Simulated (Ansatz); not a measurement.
Computed with DFT PBE, scalar-relativistic, plane waves, PAW (Ansatz 0.2.0). Cutoff 420 eV, Γ-centred meshes of about 0.25 Å⁻¹ or finer for metals and 0.3 Å⁻¹ for insulators (2π included), Gaussian smearing. Collinear spin where magnetic atoms keep a moment.

All energies are static (0 K, no zero-point motion).

Compare these two cells of CsVCoN₃, each relaxed at this level.

A. (ferromagnetic moments up to 1.1 μB)

```cif
data_structure
_symmetry_space_group_name_H-M 'P4mm'
_symmetry_Int_Tables_number 99
_cell_length_a 3.7636
_cell_length_b 3.7636
_cell_length_c 7.2646
_cell_angle_alpha 90.000
_cell_angle_beta 90.000
_cell_angle_gamma 90.000
_cell_volume 102.90
loop_
_atom_site_label
_atom_site_type_symbol
_atom_site_symmetry_multiplicity
_atom_site_Wyckoff_symbol
_atom_site_fract_x
_atom_site_fract_y
_atom_site_fract_z
_atom_site_occupancy
Cs1 Cs 1 b 0.50000 0.50000 0.81114 1
V1 V 1 a 0.00000 0.00000 0.23128 1
Co1 Co 1 b 0.50000 0.50000 0.32652 1
N1 N 2 c 0.50000 0.00000 0.32562 1
N2 N 1 a 0.00000 0.00000 0.00721 1
```

B. (ferromagnetic moments up to 2.4 μB)

```cif
data_structure
_symmetry_space_group_name_H-M 'P-6m2'
_symmetry_Int_Tables_number 187
_cell_length_a 5.6036
_cell_length_b 5.6036
_cell_length_c 2.7860
_cell_angle_alpha 90.000
_cell_angle_beta 90.000
_cell_angle_gamma 120.000
_cell_volume 75.76
loop_
_atom_site_label
_atom_site_type_symbol
_atom_site_symmetry_multiplicity
_atom_site_Wyckoff_symbol
_atom_site_fract_x
_atom_site_fract_y
_atom_site_fract_z
_atom_site_occupancy
Cs1 Cs 1 e 0.66667 0.33333 0.00000 1
V1 V 1 c 0.33333 0.66667 0.00000 1
Co1 Co 1 a 0.00000 0.00000 0.00000 1
N1 N 3 k 0.64313 0.82156 0.50000 1
```

**Question.** Which is lower in energy, and by how much?

**Answer.** A is lower, by 0.76 eV/atom. A has space group P4mm (No. 99), 17.2 Å³/atom and no gap on its mesh; B has space group P-6m2 (No. 187), 12.6 Å³/atom and no gap. Counting N atoms around Co, Cs and V (those within 1.25 times the shortest such distance or 1.15 times the sum of covalent radii; a plus sign parts nearer from farther groups), A has Cs 4, V 1+4, Co 4 and B has Cs 12, V 6, Co 6. The lower one is the more open, so pressure narrows the difference. In A, around Cs lie 4 N at 3.02 Å, 1 Co at 3.52 Å, 1 Co at 3.74 Å, 4 Cs at 3.76 Å, 4 N at 4.00 Å, 4 V at 4.05 Å and 4 N at 4.18 Å; V is surrounded by 1 N at 1.63 Å, 4 N at 2.00 Å, 4 Co at 2.75 Å, 4 V at 3.76 Å and 4 Cs at 4.05 Å; around Co lie 4 N at 1.88 Å, 4 V at 2.75 Å, 1 Cs at 3.52 Å, 4 N at 3.53 Å, 1 Cs at 3.74 Å and 4 Co at 3.76 Å; N on a site of symmetry 2mm has 2 Co at 1.88 Å and 2 V at 2.00 Å; 1 more site not described. In B, Cs has 2 Cs at 2.79 Å, 12 N at 3.13 Å, 3 Co at 3.24 Å and 3 V at 3.24 Å; V has 6 N at 2.05 Å, 2 V at 2.79 Å, 3 Co at 3.24 Å, 3 Cs at 3.24 Å, 6 Co at 4.27 Å and 6 Cs at 4.27 Å; Co has 6 N at 2.22 Å, 2 Co at 2.79 Å, 3 Cs at 3.24 Å and 3 V at 3.24 Å; N has 2 V at 2.05 Å, 2 Co at 2.22 Å, 2 N at 2.60 Å, 2 N at 2.79 Å, 2 N at 3.00 Å and 4 Cs at 3.13 Å. Both come from trial cells of a structure search.

The magnetic state reached may not be the lowest. Cells relaxed within their symmetry can be saddle points. Some candidate types were left out of the draw beforehand, so a known form may be missing.
